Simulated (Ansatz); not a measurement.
CdSe:
```yaml
crystal:
  lattice:
    - [4.38292, 0.00000, 0.00000]
    - [-2.19146, 3.79572, 0.00000]
    - [0.00000, 0.00000, 7.15369]
  atoms:
    - { symbol: Cd, position: [0.66667, 0.33333, 0.00048] }
    - { symbol: Cd, position: [0.33333, 0.66667, 0.50048] }
    - { symbol: Se, position: [0.66667, 0.33333, 0.62472] }
    - { symbol: Se, position: [0.33333, 0.66667, 0.12472] }
```

Relaxed with PBE. Independent-particle spectrum: no excitons, no local fields, no scissors shift; 0.1 eV broadening; ε₁ of the summed bands alone.

### Question
Tabulate the dielectric function from plane-wave PAW PBE (Ansatz code).

### Answer


```tsv
E (eV)	ε₁ xx	ε₂ xx	ε₁ zz	ε₂ zz
0.0	8.00	0.00	8.03	0.00
0.4	8.41	0.01	8.38	0.01
0.8	8.51	1.59	8.76	1.53
1.2	7.86	1.91	8.02	1.99
1.6	7.66	2.03	7.74	2.17
2.0	7.76	2.18	7.72	2.34
2.4	8.21	2.48	7.93	2.59
2.8	9.43	4.02	8.44	3.02
3.2	8.15	5.16	9.50	3.97
3.6	8.09	8.22	11.64	8.10
4.0	5.25	7.06	4.92	10.86
4.4	3.85	7.24	1.89	9.63
4.8	3.24	7.52	-1.14	5.82
5.2	0.45	4.69	1.54	2.86
5.6	4.48	4.53	6.58	4.06
6.0	3.96	9.92	4.41	10.20
6.4	-0.87	6.18	-1.99	7.14
6.8	-0.32	7.13	-0.37	5.48
7.2	-1.65	7.09	-1.19	7.69
7.6	-3.68	4.57	-3.74	4.35
8.0	-2.14	2.81	-1.91	2.72
8.4	-1.68	2.72	-1.68	2.63
8.8	-1.81	2.41	-1.57	2.43
9.2	-1.35	1.82	-1.13	2.11
9.6	-1.14	1.40	-1.30	1.71
10.0	-0.70	1.36	-1.14	1.15
10.4	-0.59	1.55	-0.51	1.14
10.8	-0.72	1.33	-0.46	1.25
11.2	-0.79	1.04	-0.63	1.12
11.6	-0.51	0.74	-0.45	0.79
12.0	-0.23	0.62	-0.22	0.63
```

### Question
From ε at 2.0 eV (xx: 7.76 + 2.18i), find n, k, the normal reflectivity and the absorption coefficient.

### Answer
n = 2.81, k = 0.388, R = 23 %, α = 2kE/ħc = 79000 cm⁻¹.

With all bands, ε∞ without local fields is 8.15 (xx = yy), 8.18 (zz).

Space group P6_3mc (wurtzite). Symmetry was held in the PBE relaxation; phonons on a q-mesh show no instability. Spin–orbit coupling is left out wherever it is not named.

Potentials: the later of the program's two PAW sets.
